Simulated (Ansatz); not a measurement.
Ansatz input file:

```yaml
crystal:
  lattice:
    - [0.0, 2.0859016414, 2.0859016414]
    - [2.0859016414, 0.0, 2.0859016414]
    - [2.0859016414, 2.0859016414, 0.0]
  atoms:
    - { symbol: Ni, position: [0.0, 0.0, 0.0], spin: 1.14 }
    - { symbol: O, position: [0.5, 0.5, 0.5], spin: 0.2 }
basis:
  ecutwfc: 420
kpoints:
  mp_grid: { grid: [18, 18, 18] }
hamiltonian:
  xc: pbesol
scf:
  occupations: { method: gaussian, width: 0.1 }
output:
  forces: true
  stress: true
  eigenvalues: true
  populations: true
magnetization:
  spin_polarized: true
```

Launched with
```bash
ansatz run input.yaml --threads 1 --pin off --max-ram 2560MiB --backend cpu --events-out ev --progress --plain --runs-dir out
```

The calculation used Ansatz 0.2.0, DFT PBEsol, scalar-relativistic, plane waves, PAW.

Part of what the program printed, abridged (final results; tables in files aren't shown):

```
SCF 1 converged in 22 iterations: F = -6364.265631 eV  dr2 = 7.46e-9
at 6 of the mixer's solves, the last at iteration 13, it left a direction of its history that read negative out of its fit and stepped the other way along it
SCF converged after 22 iterations
Magnetization: 1.4743 μB (12.7372 up, 11.2628 down)
Absolute magnetization: 1.4800 μB (∫|ρ↑−ρ↓|, with the PAW one-centre terms)
Spin contamination: 0.0074 ħ² per cell (⟨S²⟩ above its minimum at these occupations)
Per-site moments (μB) at R_I (Å): [(1.19961095, 0.86043442), (0.22793694, 0.86043442)]
Free energy (F): -6364.265631 eV
Harris-Foulkes:  -6364.265631 eV  (|F-HF|=6.14e-9)
Internal energy: -6364.257870 eV  (E = F + TS)
E sigma→0 (E₀):  -6364.261750 eV
Entropy (-TS):   -0.007761 eV (-3.880 meV/atom)
Fermi energy:    14.361237 eV
--- Per-component energies (eV) ---
  E_band       = -325.924686
  E_kinetic    = 451.779013
  E_local      = -3992.342602  (includes V_loc(G=0)·N_el)
  E_nonlocal   = 693.957643
  E_hartree    = 1643.027493
  E_xc         = -154.566914
  E_vxc        = -199.225794  (∫ρ·V_xc dr)
  E_paw        = -1751.549241  (= ΣΔE_a)
  E_vpaw       = -566.150106  (= ΣTr[D̂ρ^β])
  E_aug_tail   = 0.003072  (compensation charges beyond the density's cutoff)
  E_ewald      = -3254.798910
  E_core_change = 0.232577  (= ΣΔE_core)
  E_smearing   = -0.007761  (= −TS)
--- Forces (eV/Å), atoms counted from 1 ---
  atom   1  Ni     0.00000000     0.00000000     0.00000000
  atom   2  O      0.00000000     0.00000000     0.00000000
--- Stress (GPa, compression-positive) ---
       -6.913998       0.000000       0.000000
        0.000000      -6.913998       0.000000
        0.000000       0.000000      -6.913998
  P = ⅓ Tr σ = -6.9140 GPa (-69.140 kbar)
--- Band table (eV; the first three rows and the last of 390) ---
  k-point 0 ↑: bands = ["-89.4403", "-49.9686", "-49.9686", "-49.9686", "-6.1108", "11.2053", "11.2053", "11.2053", "11.5346", "11.5346", "11.8635", "11.8635", "11.8635", "15.7509", "31.8632", "33.0618", "33.0618"]
  k-point 1 ↑: bands = ["-89.4403", "-49.9696", "-49.9688", "-49.9688", "-6.0746", "10.8198", "10.8198", "10.8502", "11.8057", "11.8057", "11.9978", "12.0126", "12.0126", "15.9848", "30.9763", "32.9673", "32.9673"]
  k-point 2 ↑: bands = ["-89.4400", "-49.9724", "-49.9691", "-49.9691", "-5.9686", "10.1335", "10.3271", "10.3271", "11.9037", "11.9037", "12.1625", "12.5082", "12.5082", "16.5748", "29.5941", "32.5957", "32.5957"]
  k-point 194 ↓: bands = ["-87.9244", "-48.5167", "-48.5134", "-48.5059", "-4.1143", "8.1894", "8.5630", "8.9658", "13.2223", "13.4963", "13.7744", "14.3737", "15.1076", "23.0586", "25.0553", "25.2436", "28.0757"]
--- Löwdin populations: 2 sites ---
  site symbol q [e]    m [muB]
     0     Ni     16.9970     1.1813
     1      O      6.8876     0.2939
  spilling = 0.004808 (of n_electrons = 24.000000)
```

The run converged.

It took 22 s on 1 thread of Intel(R) Xeon(R) Platinum 8488C (Sapphire Rapids), with other jobs on the host, peak memory 0.43 GiB.

The cell holds one magnetic atom, so it can only be ferromagnetic; an antiferromagnetic order may lie lower.